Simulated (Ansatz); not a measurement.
Ansatz input

```yaml
crystal:
  lattice:
    - [2.1005919712, 0.0, 0.0]
    - [-1.0502959856, 1.81916601, 0.0]
    - [0.0, 0.0, 6.8605333778]
  atoms:
    - { symbol: B, position: [0.0, 0.0, 0.0] }
    - { symbol: B, position: [0.0, 0.0, 0.5] }
    - { symbol: B, position: [0.3333333333, 0.6666666667, 0.25] }
    - { symbol: B, position: [0.6666666667, 0.3333333333, 0.75] }
hamiltonian:
  xc: blyp
  pseudopotentials:
    kind: paw
    azcp:
      B: "pseudopotentials/B.paw.azcp"
basis:
  ecutwfc: 420
  fft_grid_basis: typed
kpoints:
  mp_grid: { grid: [17, 17, 5], shift: [0, 0, 0] }
magnetization:
  spin_polarized: false
scf:
  occupations: { method: fermi_dirac, width: 0.1 }
relax:
  max_steps: 60
  f_tol: 0.01
  cell: {}
```

Output

```
Engine: ansatz 0.2.0, aarch64-unknown-linux-gnu
Pseudopotentials: kind: paw
Pseudopotential: B, paw, valence charge 3, recommended cutoff 420 eV (normal) 
Functional definition: BLYP
  parameter beta = 0.0042
  parameter a = 0.04918
  parameter b = 0.132
  parameter c = 0.2533
  parameter d = 0.349
  exchange = b88_x(beta = beta)
  correlation = lyp_c(a = a, b = b, c = c, d = d)
Crystal: 4 atoms, lattice volume = 26.216 Å³
Basis set: ecut = 420 eV, 515 PW (Γ), exchange–correlation on 30×30×96 points (8 copies of the dense FFT grid, shifted against one another)
Bands: 10, of which v1, the nominal top of the filled ones, is band 6 counted from 1 (5 counted from 0)
Symmetry: 24 space group operations
Space group: P63/mmc (ITA 194), of the structure as read, at distance tolerance 3.0e-5 Å
k-points: 99 of 1445
Non-local potential: B, projectors of the file, l = 0: 2, l = 1: 2, l = 2: 1
PAW form: soft (Blöchl's): semilocal exchange-correlation on the pseudo side does not see the compensation charge
PAW frozen core: B, regenerated for the run's functional, and the local potential with it (the file was generated under x = pbe(κ = 0.804, μ = 0.2195149727645171), c = pbe(β = 0.06672455060314922))
PAW one-centre angular grid: B, 110 points (default); XC on 64 Gauss nodes
Initial density: superposition of atomic densities (neutral atoms: chi_scale 0, normalization atom), corrected by the library's trained network
Initial wavefunctions: pseudopotential atomic-orbital guess
Functional: x = b88, c = lyp
SCF iter   1: F=—  HF=-617.997254 eV  |F-HF|=—  |Δ(HF+E_count)|=         —  Δρ=1.27e-2  dr2=2.96e-2  ethr=1.77e-3  ⟨swp⟩=4.6  Hψ=5680  notcnv=0
SCF iter   2: F=—  HF=-617.993703 eV  |F-HF|=—  |Δ(HF+E_count)|=   3.55e-3  Δρ=7.97e-3  dr2=1.18e-2  ethr=2.47e-4  ⟨swp⟩=1.0  Hψ=1783  notcnv=0
SCF iter   3: F=—  HF=-617.992077 eV  |F-HF|=—  |Δ(HF+E_count)|=   1.63e-3  Δρ=3.51e-4  dr2=1.67e-5  ethr=9.80e-5  ⟨swp⟩=1.7  Hψ=1324  notcnv=0
SCF iter   4: F=—  HF=-617.992074 eV  |F-HF|=—  |Δ(HF+E_count)|=   2.98e-6  Δρ=2.95e-5  dr2=6.20e-8  ethr=1.39e-7  ⟨swp⟩=2.0  Hψ=1540  notcnv=0
iter 5 did not close the SCF: its close was put off for the readings that it lacked (scf_convergence_deferred on its scf_iter line)
...
SCF 60 converged in 5 iterations: F = -622.566412 eV  dr2 = 2.88e-11
relax step  60: F+E_penalty+E_count = -622.56641206 eV  Δ(F+E_penalty+E_count) = +1.233e-3 eV  max|allowed force component| = 2.471e-22 eV/Å  Δτ_max = 0.0000 Å  P = +0.049 GPa  Ω = 54.414 Å³  energy of the carried Pulay correction = -4.490e-3 eV  (5 SCF iters, accepted)
Step failed. What follows is not a result of the run: it is the report of the last solve that finished, which converged after 5 SCF iterations.
Free energy (F): -622.566412 eV
Harris-Foulkes:  -622.566412 eV  (|F-HF|=1.15e-9)
Internal energy: -622.551823 eV  (E = F + TS)
E sigma→0 (E₀):  -622.559118 eV
Entropy (-TS):   -0.014589 eV (-3.647 meV/atom)
Fermi energy:    4.584366 eV
--- Per-component energies (eV) ---
  E_band       = -47.747650
  E_kinetic    = 204.835482
  E_local      = -576.410436  (includes V_loc(G=0)·N_el)
  E_nonlocal   = 44.299774
  E_hartree    = 219.303408
  E_xc         = -124.415708
  E_vxc        = -146.942861  (∫ρ·V_xc dr)
  E_paw        = -320.542840  (= ΣΔE_a)
  E_vpaw       = -12.136400  (= ΣTr[D̂ρ^β])
  E_aug_tail   = -0.000019  (compensation charges beyond the density's cutoff)
  E_ewald      = -69.624541
  E_core_change = 0.003057  (= ΣΔE_core)
  E_smearing   = -0.014589  (= −TS)
  E_closure    = 0.000000  (closes the sum)
  Σ components = -622.566412   (vs F -622.566412, Δ=0.00e0)
--- Forces (eV/Å), atoms counted from 1 ---
  atom   1  B     -0.00000000     0.00000000    -0.00000000
  atom   2  B     -0.00000000     0.00000000     0.00000000
  atom   3  B     -0.00000000     0.00000000     0.00000000
  atom   4  B      0.00000000    -0.00000000    -0.00000000
  max |Σ_I F_I| component: 1.44e-32 eV/Å
--- Stress (GPa, compression-positive) ---
       -0.337733       0.000000       0.000000
       -0.000000      -0.337733      -0.000000
        0.000000      -0.000000      -0.276435
  P = ⅓ Tr σ = -0.3173 GPa (-3.173 kbar)
--- Band table (eV; the first three rows and the last of 99) ---
  k-point 0: bands = ["-12.2547", "-12.2504", "-12.2504", "-12.2461", "-3.0594", "-2.9830", "-2.9827", "-2.9029", "6.0783", "6.8573"]
  k-point 1: bands = ["-12.2545", "-12.2517", "-12.2491", "-12.2463", "-3.0557", "-3.0064", "-2.9583", "-2.9068", "6.1107", "6.5842"]
  k-point 2: bands = ["-12.2539", "-12.2529", "-12.2479", "-12.2469", "-3.0449", "-3.0280", "-2.9360", "-2.9180", "6.2073", "6.3661"]
  k-point 98: bands = ["0.0726", "0.0726", "0.0731", "0.0732", "2.4617", "2.4617", "2.4619", "2.4619", "12.8365", "12.8377"]
End of that report.
Error: variable-cell relaxation did not converge after 60 `relax_step` rows, as none of its last 5 fresh-basis SCF(s) at a relaxed cell met both thresholds with a finite energy. The last misses `relax.cell.stress_tol`: largest allowed force component 2.12e-22 eV/Å (`relax.f_tol` 1.00e-2 eV/Å), stress off the target on the free part of the cell 2.41e-1 GPa (`relax.cell.stress_tol` 5.00e-2 GPa), F+E_penalty+E_count -622.56849063 eV. The closest is row 57, whose structure comes with this error. Larger ratio of force or stress to its threshold at each such SCF whose figures are numbers: 693.183, 100.995, 26.456, 9.596, 4.814. The dense FFT grid had 15×15×48 points at the cell where the steps before the first such SCF started and, at each such SCF in turn, 12×12×80, 12×12×100, 12×12×120, 12×12×128, 12×12×144, so 5 of them had another grid than the one listed just before. After the last such SCF `relax.max_steps` ran out. If the threshold ratios fall while the rows' cell is stable, continue in a new run from this error's structure with a larger `relax.max_steps`. Ratios that fall only as the cell collapses won't converge, and for ratios that don't fall see `relax.cell`. Where this run's directory can be resumed (`checkpoint.write`), a resume goes on for up to `relax.max_steps` more
  cell:  # Å, volume = 51.8719 Å³
    - [1.7172027640410963, 1.2464702532701544e-31, 0.0]
    - [-0.8586013820205481, 1.487141217108445, 0.0]
    - [0.0, 0.0, 20.312281744243066]
  atoms:
    - { symbol: B, position: [1.3423920879706812e-34, -6.626791889241286e-34, 2.8373444980786884e-36] }
    - { symbol: B, position: [9.82196776442912e-35, -4.02913286450109e-34, 0.5] }
    - { symbol: B, position: [0.3333333333333333, 0.6666666666666667, 0.25] }
    - { symbol: B, position: [0.6666666666666666, 0.3333333333333333, 0.7500000000000001] }
```

No converged result was reached.
